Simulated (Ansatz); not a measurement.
## Polymorphs of BiTe

Level of theory: DFT, PBEsol, scalar-relativistic, spin polarisation where moments were expected; plane waves to 420 eV with PAW datasets (Ansatz 0.2.0), Gaussian smearing of 0.05 eV.

3 relaxed cells of BiTe are compared, each from another structure type and at zero pressure. Energies are at 0 K and, with meshes that differ between cells, good to about 5 meV/atom.

Question: Which of these relaxed cells lies lowest?
A. Space group Fm-3m. The conventional cell has a = 6.389 Å, b = 6.389 Å, c = 6.389 Å, α = 90.00°, β = 90.00°, γ = 90.00°. Around Bi (atom 1) lie 6 Te at 3.19 Å. Around Te (atom 2) lie 6 Bi at 3.19 Å.
B. Space group F-43m. The conventional cell has a = 7.121 Å, b = 7.121 Å, c = 7.121 Å, α = 90.00°, β = 90.00°, γ = 90.00°. Around Bi (atom 1) lie 4 Te at 3.08 Å. Te (atom 2) has 4 Bi at 3.08 Å as nearest neighbours.
C. Space group P6_3/mmc. The conventional cell has a = 5.412 Å, b = 5.412 Å, c = 6.343 Å, α = 90.00°, β = 90.00°, γ = 120.00°. Bi (atom 1) has 5 Te at 3.12 to 3.17 Å as nearest neighbours. Te (atom 3) is surrounded by 5 Bi at 3.12 to 3.17 Å.

Answer: A. It is the rocksalt start (final group Fm-3m); the next lies 205 meV/atom higher.

```csv
start,final group,ΔE (meV/atom),V (Å³/atom),gap (eV),B0 (GPa),unlike neighbours of Bi,their mean distance (Å)
rocksalt‡,Fm-3m,0,32.60,metal,55,6,3.19
wurtzite,P6_3/mmc,205,40.23,metal,39,5,3.14
zincblende,F-43m,347,45.14,metal,31,4,3.08
```

Unlike neighbours are counted within 20 % of the shortest unlike distance from the first Bi site.

The lowest is the rocksalt start (final group Fm-3m), 205 meV/atom under the wurtzite start (final group P6_3/mmc, that is h-MgO-type); for scale, kT at 300 K is 26 meV. The bonds lengthen as the coordination of Bi rises (3.08 Å with 4 neighbours, 3.14 Å with 5 neighbours, 3.19 Å with 6 neighbours), since the same electrons are shared among more bonds, and yet the volume falls (45.1, 40.2, 32.6 Å³/atom), because higher coordination packs the atoms more densely. Some starts (wurtzite to h-MgO-type) relaxed away from their type, so their rows describe the final cell.

Only the structures tried are compared; a structure that wasn't tried may lie lower. ‡ The elastic check found it unstable, so the cell may be held only by its symmetry; for metals the mesh of that check is too coarse to be sure. No mark: no distortion tried lowers the energy by 0.5 meV/atom or more (2 in metals), or none was tried. The heavy elements are treated without spin–orbit coupling. The PAW datasets were made for PBE.

All runs used the PAW datasets of the set soft_2.
